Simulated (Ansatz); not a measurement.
Below is a relaxed structure of MgSn₂N₂. The cell was found from a structure generator's guess, not taken from experiment.

Level of theory: DFT PBE, scalar-relativistic, plane waves, PAW in Ansatz. Cutoff 420 eV, Γ-centred mesh, Gaussian smearing, no spin polarisation.

```cif
data_structure
_symmetry_space_group_name_H-M 'P 1'
_symmetry_Int_Tables_number 1
_cell_length_a 6.4556
_cell_length_b 6.4556
_cell_length_c 6.4556
_cell_angle_alpha 37.786
_cell_angle_beta 37.786
_cell_angle_gamma 37.786
_cell_volume 90.63
loop_
_atom_site_label
_atom_site_type_symbol
_atom_site_fract_x
_atom_site_fract_y
_atom_site_fract_z
_atom_site_occupancy
Mg1 Mg 0.00000 0.00000 0.00000 1
Sn1 Sn 0.23283 0.23283 0.23283 1
Sn2 Sn 0.76717 0.76717 0.76717 1
N1 N 0.11349 0.11349 0.11349 1
N2 N 0.88651 0.88651 0.88651 1
```

The zero of energy is the elements' standard structures at the same level (N₂ as a molecule); no fitted shifts are applied. The references include grey tin.

Problem. What space group does it have?

Solution. R-3m (No. 166). Conventional cell: a = 4.181 Å, c = 17.962 Å. Around Mg lie 2 N at 2.04 Å and 6 Sn at 3.01 Å; Sn has 1 N at 2.14 Å, 3 N at 2.42 Å and 3 Mg at 3.01 Å; N is surrounded by 1 Mg at 2.04 Å, 1 Sn at 2.14 Å and 3 Sn at 2.42 Å.

Problem. How far does it lie from the elements in energy?

Solution. +0.259 eV/atom. A positive value: parting into the elements would lower its energy.

Problem. Is it a metal?

Solution. No, the gap on the 12×12×12 mesh is 0.74 eV.

The last run used a 12×12×12 mesh for its 5-atom cell and Gaussian smearing of 0.02 eV. Kohn–Sham gaps at this level usually fall short of measured ones. A structure relaxed within its symmetry needn't be a true minimum. Another cell of MgSn2N2 relaxed alike, in P3m1, lies 13 meV/atom lower, so this cell isn't the stable form at this level.
